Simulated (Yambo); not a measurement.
A G0W0@LDA run in Yambo for CaClOH (space group P6_3mc, No. 186) (3×3×1 Γ-centred k mesh, 235 bands and a 8 Ry block in the screening, 235 bands in G with the Bruneval-Gonze terminator, plasmon pole fitted at 27.2 eV) gives these matrix elements, in eV, at the band edges (Γ → Γ):

```tsv
state	E0	<Vxc>	<Σx>	<Σc(E0)>	Z
valence edge	0.000	-15.755	-20.464	2.629	0.810
conduction edge	5.066	-9.638	-4.879	-3.493	0.857
```

**Question.** Solve the linearised quasiparticle equation for both states, give the gap, and say how exchange and correlation each act on it.

**Answer.** E = E0 + Z(Σx + Σc − Vxc). Valence: 0.000 + 0.810 × (-20.464 + (2.629) − (-15.755)) = -1.69 eV. Conduction: 5.066 + 0.857 × (-4.879 + (-3.493) − (-9.638)) = 6.15 eV. The gap is 7.84 eV, against 5.07 eV in LDA. Replacing Vxc by bare exchange alone would open it by 9.47 eV; correlation takes back 6.12 eV of that, and Z scales what is left. Nearest settings tried, and what they do to the gap: 149 bands in W, 149 bands in G: -8 meV; 7 Ry block (273 vectors against 347): -50 meV. Not varied: mesh. So the settings aren't converged at that level. The k mesh is coarse. 

Geometry of the Materials Project entry, not relaxed at this level; primitive cell a = b = 3.8698 Å, c = 9.8098 Å, α = β = 90.00°, γ = 120.00°.

The structure is a Materials Project entry; no match was found in the copy of COD used, and its stability was not checked.
